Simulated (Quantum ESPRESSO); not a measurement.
pw.x input (Quantum ESPRESSO 7.5; PBE, PseudoDojo stringent norm-conserving files, scalar-relativistic):

```
&CONTROL
  calculation = 'scf'
  pseudo_dir = './pseudo'
  outdir = './out'
  tprnfor = .true.
  tstress = .true.
/
&SYSTEM
  ibrav = 0
  nat = 10
  ntyp = 2
  ecutwfc = 114.0
  ecutrho = 456.0
  occupations = 'smearing'
  smearing = 'fd'
  degauss = 0.002
  nbnd = 72
/
&ELECTRONS
  conv_thr = 1e-09
/
ATOMIC_SPECIES
O 15.9990 O.upf
Ga 69.7230 Ga.upf
CELL_PARAMETERS angstrom
  2.499469584742   1.443069437582   4.481291415000
 -2.499469584742   1.443069437582   4.481291415000
 -0.000000000000  -2.886138875164   4.481291415000
ATOMIC_POSITIONS crystal
O   0.750000000000   0.447218763200   0.052781236800
O   0.250000000000   0.552781236800   0.947218763200
O   0.052781236800   0.750000000000   0.447218763200
O   0.947218763200   0.250000000000   0.552781236800
O   0.447218763200   0.052781236800   0.750000000000
O   0.552781236800   0.947218763200   0.250000000000
Ga   0.855784225700   0.855784225700   0.855784225700
Ga   0.144215774300   0.144215774300   0.144215774300
Ga   0.644215774300   0.644215774300   0.644215774300
Ga   0.355784225700   0.355784225700   0.355784225700
K_POINTS automatic
6 6 6 0 0 0
```

End of the output:

```

[...]
     the Fermi energy is    12.2930 ev
!    total energy              =   -2185.97060170 Ry
     estimated scf accuracy    <          9.4E-12 Ry
     smearing contrib. (-TS)   =       0.00000000 Ry
     internal energy E=F+TS    =   -2185.97060170 Ry
     The total energy is F=E-TS. E is the sum of the following terms:
     one-electron contribution =   -1552.72224018 Ry
     hartree contribution      =     817.24446140 Ry
     xc contribution           =    -258.37261822 Ry
     ewald contribution        =   -1192.12020469 Ry
     convergence has been achieved in  11 iterations
     Forces acting on atoms (cartesian axes, Ry/au):
     atom    1 type  1   force =     0.00079771   -0.00138167    0.00000000
     atom    2 type  1   force =    -0.00079771    0.00138167   -0.00000000
     atom    3 type  1   force =     0.00079771    0.00138167   -0.00000000
     atom    4 type  1   force =    -0.00079771   -0.00138167    0.00000000
     atom    5 type  1   force =    -0.00159541   -0.00000000   -0.00000000
     atom    6 type  1   force =     0.00159541    0.00000000    0.00000000
     atom    7 type  2   force =     0.00000000    0.00000000    0.00133296
     atom    8 type  2   force =     0.00000000    0.00000000   -0.00133296
     atom    9 type  2   force =     0.00000000    0.00000000   -0.00133296
     atom   10 type  2   force =    -0.00000000    0.00000000    0.00133296
     Total force =     0.004731     Total SCF correction =     0.000012
     Computing stress (Cartesian axis) and pressure
          total   stress  (Ry/bohr**3)                   (kbar)     P=       71.17
   0.00049306   0.00000000  -0.00000000           72.53        0.00       -0.00
   0.00000000   0.00049306   0.00000000            0.00       72.53        0.00
   0.00000000   0.00000000   0.00046534            0.00        0.00       68.45
```
In a gapped system the printed Fermi energy is only some level inside the gap.

Spin-orbit coupling is not included.

Geometry relaxed with PBEsol.
